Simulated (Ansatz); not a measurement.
## Nuclear-site quantities of SnSe as the cell is scaled

```
Sn Se
1.0
     0.00000    3.01000    3.01000
     3.01000    0.00000    3.01000
     3.01000    3.01000    0.00000
Sn Se
1 1
Direct
  0.00000 0.00000 0.00000
  0.50000 0.50000 0.50000
```

Atoms are numbered in the order listed.

The cell comes from COD entry 9008725, which wasn't checked; take it as a given geometry.

No spin–orbit coupling, which matters for the heavy atoms here.

Computed with DFT, LDA, all-electron PAW with datasets made for the crystal, scalar-relativistic in Ansatz 0.2.0.

Settings: a Γ-centred 9×9×9 k mesh, Fermi–Dirac smearing of 0.02 eV, cutoff 240 eV (chosen by the program for this cell), no spin polarisation.

The contact density is the mean electron density over the nuclear volume; its changes set Mössbauer isomer shifts. Changes below are taken from the unscaled cell, where it is 1.23144e+06 e/Å³ at Sn1, 261701 e/Å³ at Se2.

| V/V(cell) | P (GPa) | Δρ(0) Sn1 (e/Å³) | Δρ(0) Se2 (e/Å³) |
| --- | --- | --- | --- |
| 0.9400 | 0.0 | -2.73 | 0.48 |
| 0.9600 | -1.2 | ? | 0.32 |
| 0.9800 | -2.3 | -0.81 | 0.15 |
| 0.9900 | -2.8 | -0.39 | 0.08 |
| 1.0000 | -3.2 | 0.00 | 0.00 |
| 1.0100 | -3.7 | 0.39 | -0.07 |
| 1.0200 | -4.1 | ? | -0.03 |
| 1.0400 | -4.9 | ? | -0.13 |
| 1.0600 | -5.6 | 2.69 | -0.22 |

**Question.** Give the missing entry: row "1.0400", column "Δρ(0) Sn1 (e/Å³)".

**Answer.** 1.94.

**Question.** Fill in "Δρ(0) Sn1 (e/Å³)" for the row "0.9600".

**Answer.** -1.66.

**Question.** Give the missing entry: row "1.0200", column "Δρ(0) Sn1 (e/Å³)".

**Answer.** 1.13.

The datasets are made afresh for each cell, so very small changes are uncertain.
